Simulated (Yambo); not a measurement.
Absorption of Rb2NaAlF6 (space group Fm-3m, No. 225) with and without the electron-hole interaction (Yambo, LDA bands; 4×4×4 mesh, 18 valence and 6 conduction bands, static screening with 92 bands and a 3 Ry block, scissor 4.37 eV, Tamm-Dancoff; field along x).

| E (eV) | Im ε, BSE | Im ε, independent quasiparticles |
|---|---|---|
| 8.45 | 0.07 | 0.01 |
| 8.55 | 0.08 | 0.01 |
| 8.65 | 0.09 | 0.01 |
| 8.75 | 0.10 | 0.01 |
| 8.85 | 0.12 | 0.01 |
| 8.95 | 0.15 | 0.01 |
| 9.05 | 0.19 | 0.01 |
| 9.15 | 0.24 | 0.01 |
| 9.25 | 0.31 | 0.01 |
| 9.35 | 0.43 | 0.01 |
| 9.45 | 0.64 | 0.01 |
| 9.55 | 1.03 | 0.01 |
| 9.65 | 1.86 | 0.02 |
| 9.75 | 3.52 | 0.02 |
| 9.85 | 4.72 | 0.02 |
| 9.95 | 3.10 | 0.02 |
| 10.05 | 1.67 | 0.02 |
| 10.15 | 1.01 | 0.02 |
| 10.25 | 0.74 | 0.02 |
| 10.35 | 0.67 | 0.03 |
| 10.45 | 0.79 | 0.03 |
| 10.55 | 1.02 | 0.03 |
| 10.65 | 1.12 | 0.04 |
| 10.75 | 1.01 | 0.04 |
| 10.85 | 0.67 | 0.05 |
| 10.95 | 0.48 | 0.07 |
| 11.05 | 0.43 | 0.10 |
| 11.15 | 0.47 | 0.15 |
| 11.25 | 0.61 | 0.18 |
| 11.35 | 0.74 | 0.15 |
| 11.45 | 0.76 | 0.15 |
| 11.55 | 0.85 | 0.18 |
| 11.65 | 0.94 | 0.23 |
| 11.75 | 1.04 | 0.30 |
| 11.85 | 1.41 | 0.46 |
| 11.95 | 1.40 | 0.71 |
| 12.05 | 0.98 | 0.69 |
| 12.15 | 0.76 | 0.63 |
| 12.25 | 0.75 | 0.67 |
| 12.35 | 0.96 | 0.53 |
| 12.45 | 1.33 | 0.43 |
| 12.55 | 1.33 | 0.43 |
| 12.65 | 1.01 | 0.43 |
| 12.75 | 0.86 | 0.40 |
| 12.85 | 0.65 | 0.47 |
| 12.95 | 0.57 | 0.67 |
| 13.05 | 0.52 | 0.86 |
| 13.15 | 0.44 | 0.88 |
| 13.25 | 0.44 | 0.72 |
| 13.35 | 0.43 | 0.65 |
| 13.45 | 0.42 | 0.75 |
| 13.55 | 0.47 | 0.85 |
| 13.65 | 0.47 | 0.84 |
| 13.75 | 0.51 | 0.74 |
| 13.85 | 0.43 | 0.69 |
| 13.95 | 0.35 | 0.78 |
| 14.05 | 0.35 | 0.95 |
| 14.15 | 0.30 | 1.11 |
| 14.25 | 0.28 | 1.36 |
| 14.35 | 0.26 | 1.61 |
| 14.45 | 0.25 | 1.75 |
| 14.55 | 0.29 | 1.91 |
| 14.65 | 0.28 | 1.93 |
| 14.75 | 0.25 | 1.77 |
| 14.85 | 0.27 | 1.62 |
| 14.95 | 0.24 | 1.52 |
| 15.05 | 0.25 | 1.56 |
| 15.15 | 0.26 | 1.61 |
| 15.25 | 0.21 | 1.65 |
| 15.35 | 0.19 | 1.75 |

The scissor comes from a G0W0 run whose convergence isn't established. Broadening 0.15 eV. The band window holds all transitions up to 15.6 eV. Fine structure above the onset can come from the mesh.

Geometry of the Materials Project entry, not relaxed at this level; primitive cell a = b = c = 5.975 Å, α = β = γ = 60.00°.

The structure is a Materials Project entry; no match was found in the copy of COD used, and its stability was not checked.
